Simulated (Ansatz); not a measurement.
PbIF:
```
PbIF
1.0
    4.21117     0.00000     0.00000
    0.00000     4.21117     0.00000
    0.00000     0.00000     9.09588
Pb I F
2 2 2
Direct
  0.00000   0.50000   0.84157
  0.50000   0.00000   0.15843
  0.50000   0.00000   0.66911
  0.00000   0.50000   0.33089
  0.00000   0.00000   0.00000
  0.50000   0.50000   0.00000
```

Relaxed with r²SCAN+D4. Special points in fractions of this cell's reciprocal vectors: Γ (0.000, 0.000, 0.000); X (0.000, 0.500, 0.000); M (0.500, 0.500, 0.000); Z (0.000, 0.000, 0.500); R (0.000, 0.500, 0.500); A (0.500, 0.500, 0.500).

Problem. List the band energies nearest the valence-band maximum at these points for plane-wave PAW r²SCAN+D4 with spin–orbit coupling (Ansatz code).

Solution. In eV from the valence-band maximum; about four levels below and three above (degenerate sets whole), none deeper than 8.9 eV; points with the same levels are listed once.

```csv
k,below,above
Γ,-0.57 -0.57 -0.24 -0.24,2.16 2.16 3.11 3.11
X,-0.34 -0.34 -0.34 -0.34,3.16 3.16 3.16 3.16
M,-0.96 -0.96 -0.96 -0.96,2.83 2.83 2.83 2.83
Z,-0.44 -0.44 0.00 0.00,1.90 1.90 3.06 3.06
R,-0.37 -0.37 -0.37 -0.37,3.16 3.16 3.16 3.16
A,-1.04 -1.04 -1.04 -1.04,3.13 3.13 3.13 3.13
```

Space group P4/nmm. The workflow started from a Materials Project entry (that database holds measured and hypothetical structures alike); the Crystallography Open Database files this formula in space group No. 129, but the cells were not matched. Its standing as an ambient phase is unchecked. Symmetry was held in the r²SCAN+D4 relaxation; its stability against distortions is not shown here.

Potentials: the later of the program's two PAW sets.
